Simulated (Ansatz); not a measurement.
**Question.** Each is relaxed and computed with plane-wave PAW r²SCAN (Ansatz code). Which is the only one with a gap?
A) SiC, wurtzite
B) TaSiPt, Pnma (Ta on 4c, Si on 4c, Pt on 4c)
C) Hf3Si2, P4/mbm (Hf on 4h, Hf on 2a, Si on 4g)
D) La2CuSi3, P-6m2 (Pearson symbol hP6)

**Answer.** A, SiC, wurtzite. SiC: gap 2.65 eV (indirect); Hf3Si2: metal; La2CuSi3: metal; TaSiPt: metal. Standing as an ambient phase not checked: Hf3Si2, P4/mbm (Hf on 4h, Hf on 2a, Si on 4g); La2CuSi3, P-6m2 (Pearson symbol hP6); TaSiPt, Pnma (Ta on 4c, Si on 4c, Pt on 4c). Perhaps ordered models of mixed-site phases: La2CuSi3, P-6m2 (Pearson symbol hP6). All cells were relaxed under the symmetry of their starts (and spin orders); stability against distortions was not tested throughout. Rows with no word on spin ran without spin polarisation. Scalar-relativistic: spin–orbit coupling is off unless named, which matters more the heavier the elements.

Potentials: the later of the program's two PAW sets.
